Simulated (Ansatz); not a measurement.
MgO:
Space group Fm-3m (No. 225); a = b = c = 4.204 Å, α = β = γ = 90.00°

```csv
atom,site,symmetry,x,y,z
Mg,4a,m-3m,0.0000,0.0000,0.0000
O,4b,m-3m,0.5000,0.5000,0.5000
```
(The calculation used a cell of 2 atoms; values per cell refer to that cell.)

Relaxed with r²SCAN. Plane-wave PAW r²SCAN (Ansatz code) gives a gap of 5.69 eV.

### Question
What gap does HSE06 give on the same cell (Ansatz, PAW)?

### Answer
6.54 eV, 0.86 eV more. The hybrid was solved on a coarser mesh and at special points; its gap is the smallest among all of these.

```
k  v1 r²SCAN  c1 r²SCAN  v1 HSE06  c1 HSE06
-  ---------  ---------  --------  --------
Γ       0.00       5.69      0.00      6.54
X      -1.37      10.05         ?         ?
L      -0.68       8.86         ?         ?
W      -1.78      12.74         ?         ?
K      -1.17      11.10         ?         ?
```

### Question
Top valence (v1) and lowest conduction level (c1) in eV from each method's valence maximum (which need not be a listed point): supply the withheld HSE06 values.

### Answer

- W, v1 HSE06: -1.90
- W, c1 HSE06: 13.72
- K, v1 HSE06: -1.25
- K, c1 HSE06: 11.98
- X, v1 HSE06: -1.47
- X, c1 HSE06: 10.88
- L, v1 HSE06: -0.72
- L, c1 HSE06: 9.74

Cost on shared cores: the r²SCAN run (SCF on a 11×11×11 mesh, then bands and DOS) about 13 core-seconds (a rough figure), the HSE06 run (SCF on 8×8×8, then a few points) around 50 core-seconds (rough); the tasks are unlike.

The r²SCAN relaxation kept the symmetry of its start. The volume moved by -16 % from the start of the relaxation.

Potentials: the later of the program's two PAW sets.
